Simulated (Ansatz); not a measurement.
One crystal and one scan (energy against volume) at two levels, PBE (plane waves to 420 eV, PAW, scalar-relativistic; Ansatz, a program for electronic structure) and r2SCAN (plane waves to 500 eV, PAW, scalar-relativistic; Ansatz), each from its own relaxed cell and on its own mesh. The cell shown is that of PBE.

CdS (wurtzite)

```xyz
4
Lattice="4.1962 0.0000 0.0000 -2.0981 3.6340 0.0000 0.0000 0.0000 6.8295" Properties=species:S:1:pos:R:3 pbc="T T T"
Cd     0.0000     2.4227     6.8238
Cd     2.0981     1.2113     3.4091
S      0.0000     2.4227     2.5654
S      2.0981     1.2113     5.9802
```

E(V) scan at fixed shape, V₀ the volume above. The atoms relax within the cell's symmetry.

Energies are smeared free energies. CdS was relaxed with its symmetry unable to fall. With the shape held, the modulus is that of even scaling; a crystal free to change shape is softer. Both scans cover V/V₀ from 0.840 to 1.160.

ΔE (meV/atom), each from the relaxed starting cell of its own level:

```json
[
 {"V/V₀": "0.840", "PBE": "152.9", "r2SCAN": "167.9"},
 {"V/V₀": "0.880", "PBE": "79.0", "r2SCAN": "withheld"},
 {"V/V₀": "0.920", "PBE": "32.3", "r2SCAN": "35.6"},
 {"V/V₀": "0.960", "PBE": "7.5", "r2SCAN": "8.2"},
 {"V/V₀": "1.000", "PBE": "0.0", "r2SCAN": "0.0"},
 {"V/V₀": "1.040", "PBE": "6.4", "r2SCAN": "7.1"},
 {"V/V₀": "1.080", "PBE": "24.0", "r2SCAN": "26.6"},
 {"V/V₀": "1.120", "PBE": "50.4", "r2SCAN": "56.0"},
 {"V/V₀": "1.160", "PBE": "83.9", "r2SCAN": "93.3"}
]
```

Estimate the r2SCAN value at 0.880 from the PBE value there and the ratio of the two levels in the two nearest given rows on that side of the minimum.

At 0.840 and 0.920 the ratio r2SCAN/PBE averages 1.100, which gives 1.100 × 79.0 = 86.9 meV/atom. The calculation gives 86.9 meV/atom, +10.0 % against PBE.

(A scan under strain: stresses follow from slopes of the energy per volume, elastic moduli from its curvatures.)
